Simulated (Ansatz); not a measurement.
Consider the following.

Ti3AlC:
```xyz
5
Lattice="4.1400 0.0000 0.0000 0.0000 4.1400 0.0000 0.0000 0.0000 4.1400" Properties=species:S:1:pos:R:3 pbc="T T T"
Ti     2.0700     2.0700     0.0000
Ti     0.0000     2.0700     2.0700
Ti     2.0700     0.0000     2.0700
Al     0.0000     0.0000     0.0000
C      2.0700     2.0700     2.0700
```

This is the PBEsol-relaxed structure.

Task: All from DFT-PBEsol in the program Ansatz with PAW potentials, unless another level is named. Predict the electronic character.

Result: metallic (no gap).

Task: And the formation energy from the elements (no fitted shifts)?

Result: -0.63 eV/atom.

Task: Predict the density of states at the Fermi level.

Result: 0.55 states/eV per atom (mean over ±0.08 eV).

Space group Pm-3m (anti-perovskite). The workflow started from a Materials Project entry (that database holds measured and hypothetical structures alike); the Crystallography Open Database copy checked does not list it. Whether it is the stable phase at ambient conditions was not checked. The cell was relaxed with PBEsol under the symmetry of its start; whether a distortion lowers the energy is not shown. The run is not spin-polarised. The references are the lowest solids computed at this level, not always the standard phases.

Potentials: the earlier of the program's two PAW sets. The files were generated under PBE; for other functionals the program regenerates the frozen cores, and for LDA and PBEsol the local potential too.
